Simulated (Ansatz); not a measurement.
WC (WC type, space group P-6m2)

```
CELL_PARAMETERS angstrom
      2.92196     0.00000     0.00000
     -1.46098     2.53050     0.00000
      0.00000     0.00000     2.84728
ATOMIC_POSITIONS crystal
  W  0.00000 0.00000 0.00000
  C  0.66667 0.33333 0.50000
```

The slice is a (-1 2 -1 0) plane (indices of the conventional cell) through the point (0.667, 0.333, 0.500) (fractional), spanned by u = [001] and v = [210] in vectors of this cell: u (2.85 Å) and v (5.06 Å, at 90° to u). It covers one period; positions are fractions (u, v).

These are PBE (plane waves to 420 eV, PAW, scalar-relativistic; Ansatz, a quantum-chemistry and plane-wave program) values and carry that method's errors. k mesh 18×18×16. These are valence fields of a PAW run, semicore shells included where kept as valence: close to a nucleus they are smooth pseudo fields. Spin-orbit coupling is left out, though W is heavy. The PAW data are Ansatz's earlier set. WC is run without spin polarisation. WC was relaxed with its symmetry unable to fall.

Problem. What is the ELF at the density minimum of the shortest W–C line in this plane (2.21 Å)?

Solution. 0.4.

Problem. What is the valence density on the shortest W–C line in this plane (2.21 Å), at its minimum between the atoms?

Solution. 0.64 e/Å³.

Problem. Sketch the electrostatic potential energy of an electron, from the cell's mean on this plane as a map.

Solution. 
```
|xxxxx=====xxxx|
|xxxx.:...:.xxx|
|xxxx       xxx|
|xx    xxx    x|
|=-  xxxxxxx  -|
|-.  xxxxxxx  .|
|:  xxxxxxxxx  |
|:  xxxxxxxxx  |
|:  xxxxxxxxx  |
|-:  xxxxxxx  :|
|+=  xxxxxxx  =|
|#*-   xxx   -*|
|%#*-       -*#|
|@%%#+-:::-+#%%|
|@@@%#*****#%@@|
|@@@%%#####%%@@|
|@@@%##***##%@@|
|@@%##*+++*##%@|
|####*+=-=+*###|
|xx=++=---=++=x|
|xxxx==---==xxx|
|xxxx:=====:xxx|
|xxxxx=+++=xxxx|
|xxxxx=+++=xxxx|
```
Scale: ten equal steps from 6.00 (start of ' ') to 14.67 (end of '@'), in the order ' .:-=+*#%@'. Values: electrostatic potential energy of an electron, from the cell's mean, in eV. The map has 14 points along u (one character each, u = 0 at the left) and 24 along v (v = 0 in the bottom row). Points within 0.9 Å of a nucleus are blanked (x), as the pseudised field means little there. Values under 6 eV are set to 6. The zero, the cell's mean, hangs on the PAW cores.
